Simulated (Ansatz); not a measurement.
Mo2N in space group P4/mmm (No. 123; Mo on 1a, Mo on 1d, N on 1c) under volume change, PBE (plane waves, PAW; program Ansatz), shape and atoms relaxed at each volume.

| V (Å³/atom) | E − E(relaxed) (meV/atom) | P (GPa) |
|---|---|---|
| 11.197 | 112.2 | 35.36 |
| 11.567 | 47.0 | 21.58 |
| 11.936 | [?] | [?] |
| 12.305 | 0.0 | 0.00 |
| 12.674 | 9.9 | -8.40 |
| 13.043 | [?] | [?] |
| 13.412 | 80.6 | -21.54 |

Question: Fill in the missing entries.

Answer: 
- 13.043, E − E(relaxed) (meV/atom): 37.7
- 13.043, P (GPa): -15.52
- 11.936, E − E(relaxed) (meV/atom): 11.1
- 11.936, P (GPa): 9.90

Question: What does a third-order Birch–Murnaghan fit give for V₀, B₀ and B′?

Answer: V₀ = 12.30 Å³/atom, B₀ = 303 GPa, B′ = 4.5.

A made-up cell: these elements were put on the sites of a structure type; neither database checked (COD, Materials Project) lists it. COD files the formula under space group No. 141, so this cell is another polymorph or a model. Whether it is the stable phase at ambient conditions was not checked. The cell was relaxed with PBE under the symmetry of its start; whether a distortion lowers the energy is not shown. The run is not spin-polarised.

Potentials: the later of the program's two PAW sets.
